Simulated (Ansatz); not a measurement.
W: from a starting cell to a relaxed one

The start is a generated cell, W built in the AFLOW prototype A_tP4_129_ac (A_d). The structure is fully relaxed (lattice and positions, P = 0) with r2SCAN (plane waves to 500 eV, PAW, scalar-relativistic; Ansatz, a program for electronic structure). The first steps use a coarse 7×7×10 k-mesh.

Initial structure:
```
W
1.0
    4.50152     0.00000     0.00000
    0.00000     4.50152     0.00000
    0.00000     0.00000     3.11439
W
4
Cartesian
  0.00000   0.00000   0.00000
  2.25076   2.25076   0.00000
  2.25076   0.00000   1.16790
  0.00000   2.25076   1.94649
```

Question: How large is the pressure on the unrelaxed cell, and of which sign?

Answer: +19.1 GPa (positive: the cell is compressed).

Question: Which atoms feel the largest initial force, and how large is it?

Answer: 6.40 eV/Å, on W3, W4 (atoms numbered as listed).

Question: How does the volume change?

Answer: +0.9 %, from 15.78 to 15.93 Å³/atom.

Question: What band gap does the relaxed structure have at this level?

Answer: No gap (metallic).

Question: What does it relax into? Give the structure.

Answer: 
Space group Im-3m (No. 229); a = 3.1698 Å, b = 3.1698 Å, c = 3.1698 Å, α = 90.00°, β = 90.00°, γ = 90.00°

```
atom  site  symmetry       x       y       z
----  ----  --------  ------  ------  ------
W       2a      m-3m  0.0000  0.0000  0.0000
```
(The calculation used a cell of 1 atom; values per cell refer to that cell.)

Final values are on a 21×21×21 k-mesh of the relaxed cell. No spin polarisation in the result.

The run could not lose the symmetry of its start; a randomly shaken copy of 2 atoms returns to this structure.
